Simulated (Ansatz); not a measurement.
Relaxed-ion elastic tensor of C in space group Fd-3m (No. 227; C on 32e) in GPa (Voigt order), plane-wave PAW r²SCAN (Ansatz code); density 1.53 g/cm³, 13.05 Å³ per atom.

```
     1    2    3     4     5     6
-  ---  ---  ---  ----  ----  ----
1  201  150  150   0.0   0.0   0.0
2  150  201  150   0.0   0.0   0.0
3  150  150  201   0.0   0.0   0.0
4  0.0  0.0  0.0  71.1   0.0   0.0
5  0.0  0.0  0.0   0.0  71.1   0.0
6  0.0  0.0  0.0   0.0   0.0  71.1
```

Task: Is the crystal mechanically stable?

Result: Yes: the smallest eigenvalue of C is 50.4 GPa.

Task: Work out the Voigt, Reuss and Hill averages.

Result: K_V = 167, K_R = 167, K_H = 167; G_V = 52.8, G_R = 41.2, G_H = 47.0 GPa.

Task: Give Young's modulus, Poisson's ratio, Pugh's ratio and the universal anisotropy index.

Result: E = 9KG/(3K + G) = 129 GPa; ν = 0.37; K/G = 3.55 (ductile by the Pugh limit of 1.75); A_U = 5G_V/G_R + K_V/K_R − 6 = 1.41.

Task: Estimate the sound speeds and the Debye temperature.

Result: v_l = √((K + 4G/3)/ρ) = 12300 m/s, v_t = √(G/ρ) = 5540 m/s, mean 6250 m/s; Θ = (h/k)(3n/4πV)^(1/3) v_m = 790 K.

Task: Give the Zener ratio and Young's modulus along [100], [110] and [111].

Result: A = 2C44/(C11 − C12) = 2.82; 1/E = S11 − 2(S11 − S12 − S44/2)Γ with Γ = 0, 1/4, 1/3 gives 72.0, 134, 187 GPa.

The start of the workflow was typed in or built on a structure type. Its sites differ from those of the usual phase in this space group: another stacking or structure type. The r²SCAN relaxation kept the symmetry of its start; whether a distortion lowers the energy is not shown.

Potentials: the earlier of the program's two PAW sets.
